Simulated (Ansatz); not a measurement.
PtS2:
```
CELL_PARAMETERS angstrom
      3.57531     0.00000     0.00000
     -1.78766     3.09631     0.00000
      0.00000     0.00000    31.00000
ATOMIC_POSITIONS crystal
  S  0.66667 0.33333 0.53962
  Pt 0.00000 0.00000 0.50000
  S  0.33333 0.66667 0.46038
```
Free-standing layer in the xy plane with vacuum along z and no interaction between images.

Relaxed with PBE. Special points in fractions of this cell's reciprocal vectors: Γ (0.000, 0.000, 0.000); M (0.500, 0.000, 0.000); K (0.333, 0.333, 0.000).

Q: List the band energies nearest the valence-band maximum at these points for plane-wave PAW PBE (Ansatz code).

A: In eV from the valence-band maximum; about four levels below and three above (degenerate sets whole), none deeper than 8.9 eV; … stands for higher levels left out; points with the same levels are listed once.

```tsv
k	below	above
Γ	-0.77 -0.66 -0.28 -0.28	3.20 3.20 5.40
M	-2.11 -2.01 -1.67 -1.36	2.79 2.98 5.52
K	-2.45 -2.22 -0.71 -0.71	2.15 2.15 …
```

Space group P-3m1 (1T). A layer that has been made, often on a substrate. The cell was relaxed with PBE under the symmetry of its start; whether a distortion lowers the energy is not shown. The run is not spin-polarised. Scalar-relativistic: spin–orbit coupling is off unless named, which matters more the heavier the elements.

Potentials: the later of the program's two PAW sets.
